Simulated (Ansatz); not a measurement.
Pd:
```
CELL_PARAMETERS angstrom
      0.00000     2.86815     2.86815
      2.86815     0.00000     2.86815
      2.86815     2.86815     0.00000
ATOMIC_POSITIONS crystal
  Pd 0.00000 0.00000 0.00000
  Pd 0.25000 0.25000 0.25000
```

Relaxed with r²SCAN. Special points in fractions of this cell's reciprocal vectors: Γ (0.000, 0.000, 0.000); X (0.500, 0.000, 0.500); U (0.625, 0.250, 0.625); K (0.375, 0.375, 0.750); L (0.500, 0.500, 0.500); W (0.500, 0.250, 0.750).

List the band energies nearest the Fermi level at these points for DFT-r²SCAN in the program Ansatz with PAW potentials.

In eV from the Fermi level; about four levels below and three above (degenerate sets whole), none deeper than 8.9 eV; … stands for higher levels left out; points with the same levels are listed once.

| k | below | above |
|---|---|---|
| Γ | -1.39 -1.39 -1.39 -0.19 -0.19 | … |
| X | -1.95 -1.95 -0.15 -0.15 | 2.15 2.15 … |
| U | -2.18 -1.96 -1.81 -0.06 | 0.10 2.07 2.48 |
| L | -1.09 -1.09 -0.34 -0.34 | 0.09 1.47 … |
| W | -2.37 -2.37 -1.96 -1.96 | 0.10 0.10 2.56 2.56 |

Space group Fd-3m (diamond). The start of the workflow was typed in or built on a structure type; neither database checked (COD, Materials Project) lists it. It is not the phase usual at ambient conditions (space group No. 225). The r²SCAN relaxation kept the symmetry of its start. At this level the phase is mechanically unstable. The run is not spin-polarised. Scalar-relativistic: spin–orbit coupling is off unless named, which matters more the heavier the elements.

Potentials: the later of the program's two PAW sets.
